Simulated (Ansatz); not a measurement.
GaAs:
```xyz
2
Lattice="0.0000 2.8327 2.8327 2.8327 0.0000 2.8327 2.8327 2.8327 0.0000" Properties=species:S:1:pos:R:3 pbc="T T T"
Ga     0.0000     0.0000     0.0000
As     4.2491     4.2491     4.2491
```

Relaxed with r²SCAN. Special points in fractions of this cell's reciprocal vectors: Γ (0.000, 0.000, 0.000); X (0.500, 0.000, 0.500); U (0.625, 0.250, 0.625); K (0.375, 0.375, 0.750); L (0.500, 0.500, 0.500); W (0.500, 0.250, 0.750).

Task: List the band energies nearest the valence-band maximum at these points for r²SCAN in the plane-wave PAW code Ansatz.

Result: In eV from the valence-band maximum; about four levels below and three above (degenerate sets whole), none deeper than 8.9 eV; points with the same levels are listed once.

```csv
k,below,above
Γ,0.00 0.00 0.00,0.97 4.05 4.05 4.05
X,-6.95 -2.75 -2.75,1.78 1.96 10.84 10.84
U,-6.75 -3.93 -2.32,2.29 5.02 8.53
L,-6.77 -1.17 -1.17,1.36 5.00 5.00
W,-6.75 -3.61 -3.40,5.01 5.07 5.90
```

Space group F-43m (zinc blende). The r²SCAN relaxation kept the symmetry of its start. Scalar-relativistic: spin–orbit coupling is off unless named, which matters more the heavier the elements.

Potentials: the earlier of the program's two PAW sets.
